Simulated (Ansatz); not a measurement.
TaTe (CsCl type, Pm-3m) at seven volumes, DFT-PBE in the program Ansatz with PAW potentials, scaled uniformly. One row is withheld.

```tsv
V (Å³/atom)	P (GPa)
18.187	?
18.786	10.37
19.386	4.75
19.986	0.00
20.585	-4.00
21.185	-7.35
21.784	-10.16
```

### Question
Fit the shown pressures and predict the withheld one.

### Answer
P = (3/2)B₀(x^(7/2) − x^(5/2))[1 + (3/4)(B′ − 4)(x − 1)] with x = (V₀/V)^(2/3). Least squares on the six rows gives V₀ = 19.985 Å³/atom, B₀ = 145 GPa, B′ = 4.75. At V = 18.187, x = 1.0649 and P = 17.11 GPa. The run itself gave 17.05 GPa.

The start of the workflow was typed in or built on a structure type; neither database checked (COD, Materials Project) lists it. Its standing as an ambient phase is unchecked. The PBE relaxation kept the symmetry of its start; whether a distortion lowers the energy is not shown. No spin polarisation was allowed. Its formation energy is positive at this level, so the cell may be metastable or incomplete. Spin–orbit coupling is left out wherever it is not named.

Potentials: the earlier of the program's two PAW sets.
